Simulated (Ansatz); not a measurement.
**Bi (fcc): energy against volume**

Method: DFT, PBEsol, plane waves (420 eV) with PAW, scalar-relativistic (Ansatz 0.2.0). The PAW files were generated under PBE, with cores re-solved for the functional.

The cell is scaled uniformly from the relaxed one, with fractional coordinates and shape fixed. Energies are extrapolated to zero smearing, pressures are those at the given smearing. Magnetic state: spin not included.

A Birch-Murnaghan fit gives V₀ = 30.10 Å³/atom, B₀ = 61 GPa, B₀′ = 4.8.

(1) What are the energy above the minimum and the pressure at 29.029 Å³/atom?

(2) What are the energy above the minimum and the pressure at 32.658 Å³/atom?

(3) What are the energy above the minimum and the pressure at 33.867 Å³/atom?

Answers

(1) 7.8 meV/atom and 2.46 GPa as computed.

(2) 35.2 meV/atom and -3.98 GPa as computed.

(3) 71.1 meV/atom and -5.29 GPa as computed.
